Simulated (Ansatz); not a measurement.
## Sr$_{2}$VCl$_{6}$: converged, but where?

We look at Sr$_{2}$VCl$_{6}$: a cell of a measured crystal with one cation replaced (not relaxed), with 9 atoms per cell. One Sr of COD entry 9009042 is replaced by V, with no charge compensation.

All numbers below come from Ansatz development build ahead of 0.2.0, DFT, PBEsol+U, PAW, plane waves, scalar-relativistic.

```yaml
crystal:
  lattice:
    - [0.0, 3.48835, 3.48835]
    - [10.46505, 0.0, 10.46505]
    - [3.48835, 3.48835, 0.0]
  atoms:
    - { symbol: Sr, position: [0.0, 0.0, 0.0] }
    - { symbol: Sr, position: [0.0, 0.33333333, 0.0] }
    - { symbol: V, position: [0.0, 0.66666667, 0.0], spin: 2.0 }
    - { symbol: Cl, position: [0.25, 0.08333333, 0.25] }
    - { symbol: Cl, position: [0.25, 0.41666667, 0.25] }
    - { symbol: Cl, position: [0.25, 0.75, 0.25] }
    - { symbol: Cl, position: [0.75, 0.25, 0.75] }
    - { symbol: Cl, position: [0.75, 0.58333333, 0.75] }
    - { symbol: Cl, position: [0.75, 0.91666667, 0.75] }
  symmetry: { detect: false, time_reversal: true }
magnetization:
  spin_polarized: true
hamiltonian:
  xc: pbesol
  pseudopotentials: { kind: paw }
  hubbard:
    sites:
      - { site: 2, l: d, u_eff: 3.25, starting_ns: [{ spin: up, occupation_matrix: s2up }, { spin: down, occupation_matrix: s2down }] }
    occupation_matrices:
      s2up:
        matrix:
          - [0.077019, -0.165027, -0.080647, -0.163842, -0.10249]
          - [-0.165027, 0.891176, 0.137949, 0.092559, -0.205303]
          - [-0.080647, 0.137949, 0.700251, -0.248399, 0.350232]
          - [-0.163842, 0.092559, -0.248399, 0.783711, 0.269061]
          - [-0.10249, -0.205303, 0.350232, 0.269061, 0.547842]
      s2down:
        matrix:
          - [1.0e-06, 0.0, 0.0, 0.0, 0.0]
          - [0.0, 1.0e-06, 0.0, 0.0, 0.0]
          - [0.0, 0.0, 1.0e-06, 0.0, 0.0]
          - [0.0, 0.0, 0.0, 1.0e-06, 0.0]
          - [0.0, 0.0, 0.0, 0.0, 1.0e-06]
basis:
  ecutwfc: 420
kpoints:
  mp_grid: { grid: [4, 2, 4] }
scf:
  occupations: { method: fermi_dirac, width: 0.05 }
  lower_state_search: "off"
  max_iter: 200
output:
  forces: true
  stress: true
```

Command:
```sh
ansatz run input.yaml --threads 4 --pin off --max-ram 9216MiB --backend cpu --events-out ev --progress --plain --runs-dir out
```

It took 120 s on 4 threads of Intel(R) Xeon(R) Processor @ 2.50GHz (Skylake/Cascade Lake), on a shared host, peak memory 0.93 GiB.

The end of the output:

```
SCF converged after 61 iterations
an eigenvalue changed by more than its tolerance at an iteration that met the thresholds in force, so the SCF went on 1 time: the last check found none over its tolerance
Magnetization: 3.0000 μB (39.0000 up, 36.0000 down)
Absolute magnetization: 3.1721 μB (∫|ρ↑−ρ↓|, with the PAW one-centre terms)
Spin contamination: 0.0171 ħ² per cell (⟨S²⟩ above its minimum at these occupations)
Per-site moments (μB) at R_I (Å): [(0.0004, 1.2461), (0.0004, 1.2461), (2.8138, 1.2461), (-0.0006, 1.2461), (-0.0115, 1.2461), (-0.0208, 1.2461), (-0.0006, 1.2461), (-0.0208, 1.2461), (-0.0115, 1.2461)]
Free energy (F): -16249.644106 eV
Harris-Foulkes:  -16249.644106 eV  (|F-HF|=9.99e-9)
Internal energy: -16249.644106 eV  (E = F + TS)
E sigma→0 (E₀):  -16249.644106 eV
Fermi energy:    4.160005 eV
--- Specified on-site occupations, and those of the state reported ---
  electrons in the specified blocks: 3.0000 specified, 3.3096 found
  site 2 (l=d) ↑: largest change of an orbital's occupation 0.9520; electrons 3.0000 specified, 3.1555 found; spectral distance 0.1144
  site 2 (l=d) ↓: largest change of an orbital's occupation 0.0486; electrons 0.0000 specified, 0.1542 found; spectral distance 0.0799
--- Forces (eV/Å), atoms counted from 1 ---
  atom   1  Sr    -0.01577356     0.01577091    -0.02125444
  atom   2  Sr     0.01577365    -0.01577109     0.02125473
  atom   3  V      0.00000018     0.00000007     0.00000007
  atom   4  Cl     0.00512269    -0.00512299     0.00322681
  atom   5  Cl     0.28901573    -0.28906420     0.32852529
  atom   6  Cl    -0.19997027     0.20026898    -0.46127713
  atom   7  Cl    -0.00512271     0.00512309    -0.00322683
  atom   8  Cl     0.19997039    -0.20026915     0.46127727
  atom   9  Cl    -0.28901592     0.28906412    -0.32852546
--- Stress (GPa, compression-positive) ---
       -3.550900      -0.505573      -0.403938
       -0.505547      -3.550520       0.405075
       -0.403970       0.405101      -3.550251
  P = ⅓ Tr σ = -3.5506 GPa (-35.506 kbar)
```

The mesh has less symmetry than the lattice, which lowers the symmetry of the run.

A static U favours moments and orbital order; the result depends on U and need not be the measured state. With one magnetic atom in the cell its copies can only be parallel; orders in a larger cell may lie lower.

Site moments are taken inside atomic spheres and don't add up to the total.

Eigenvalues of the Hubbard occupation matrices: V3 up 0.08 0.08 1.00 1.00 1.00, down 0.01 0.01 0.04 0.05 0.05.

Task: The run converged. Is this the lowest state of the cell, and if not, what lies lower and how is it reached?

Result: No lower state turned up: it is the lowest of 5 states reached by 12 converged runs, and the next lies 0.3 meV/atom higher (spin-polarised, site moments V3 2.81, Cl4 0.00, Cl5 0.00, Cl6 -0.04, Cl7 0.00, Cl8 -0.04, Cl9 0.00 μB, total 3.00 μB per cell, a gap of 2.17 eV on the k-mesh (the moments match the lowest state's, so the two differ in another way, such as which orbitals are filled)). The typed fillings weren't kept. That doesn't prove a ground state. States within about 5 meV/atom are too close for this mesh, smearing and search to settle their order. Only collinear orders within this cell were tried; the true ground state may need a larger cell.
